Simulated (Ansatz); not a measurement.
HfO2:
```yaml
crystal:
  lattice:
    - [5.29431, 0.00000, 0.00000]
    - [0.00000, 5.06971, 0.00000]
    - [0.00000, 0.00000, 5.10177]
  atoms:
    - { symbol: Hf, position: [0.03259, 0.26629, 0.24001] }
    - { symbol: Hf, position: [0.96741, 0.73371, 0.74001] }
    - { symbol: Hf, position: [0.46741, 0.26629, 0.74001] }
    - { symbol: Hf, position: [0.53259, 0.73371, 0.24001] }
    - { symbol: O, position: [0.36543, 0.06761, 0.38316] }
    - { symbol: O, position: [0.63457, 0.93239, 0.88316] }
    - { symbol: O, position: [0.13457, 0.06761, 0.88316] }
    - { symbol: O, position: [0.86543, 0.93239, 0.38316] }
    - { symbol: O, position: [0.72923, 0.46278, 0.48983] }
    - { symbol: O, position: [0.27077, 0.53722, 0.98983] }
    - { symbol: O, position: [0.77077, 0.46278, 0.98983] }
    - { symbol: O, position: [0.22923, 0.53722, 0.48983] }
```

This is the PBE-relaxed structure.

All from the program Ansatz at the PBE level (PAW), unless another level is named. Give the electron effective mass.

1.3, 1.9, 6.3 mₑ (principal values).

Predict the gap with spin–orbit coupling.

4.31 eV.

And the valence-band maximum?

at Γ.

Space group Pca2_1. The cell was relaxed with PBE under the symmetry of its start. No spin polarisation was allowed. Scalar-relativistic: spin–orbit coupling is off unless named, which matters more the heavier the elements.

Potentials: the earlier of the program's two PAW sets.
